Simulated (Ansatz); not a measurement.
# Tl under pressure: fit and missing row

Tl, P6_3/mmc, a = 3.456 Å, c = 11.350 Å. Ansatz: PBE+D3(BJ), PAW, 420 eV, Γ-centred 15×15×4 mesh on 4 atoms, Gaussian smearing 0.10 eV; no spin polarisation. Cell and atoms are relaxed at each pressure, and no other structure is tried, so the rows at high pressure may lie past a change of phase.

| V (Å³/atom) | P (GPa) |
| --- | --- |
| 18.112 | 60.00 |
| ? | 30.02 |
| 23.151 | 15.03 |
| 25.080 | 8.00 |
| 27.276 | 2.97 |
| 29.356 | 0.00 |
| 33.417 | -2.99 |

**Question.** Take V0 = 29.356 Å³/atom, fit the third-order Birch–Murnaghan form to the other rows, and predict the missing volume.

**Answer.** With the Eulerian strain f = ½[(V0/V)^(2/3) − 1] and y = P/[3f(1 + 2f)^(5/2)], the form is the line y = B0 + 1.5 B0 (B0′ − 4) f. Rows (f, y): 0.18991, 47.1; 0.08576, 39.3; 0.05533, 37.1; 0.02511, 34.9; -0.04138, 29.9. Means f = 0.06295, y = 37.660; Σ(Δf)² = 0.02901, ΣΔfΔy = 2.154; the slope is their ratio. y = 32.99 + 74.25 f GPa, so B0 = 33.0 GPa and B0′ = 4 + 2 × (74.25)/(3 × 32.99) = 5.50. P = 30.02 GPa is met at f = 0.13096 (y = 42.71), so V = V0 (1 + 2f)^(−3/2) = 20.708 Å³/atom. The run gave 20.704 Å³/atom, so the fit is 0.004 Å³/atom too high, within twice the rms miss on the fitted rows (0.003 Å³/atom).

In 1 of the 7 runs an atom lies near a switch of its D3 coefficient C6 between reference coordination numbers, so the dispersion energy changes steeply there and can bend the curve. The mesh isn't the same in all rows (15×15×4, 18×18×6). Spin–orbit coupling is left out, which can shift energies with elements as heavy as these.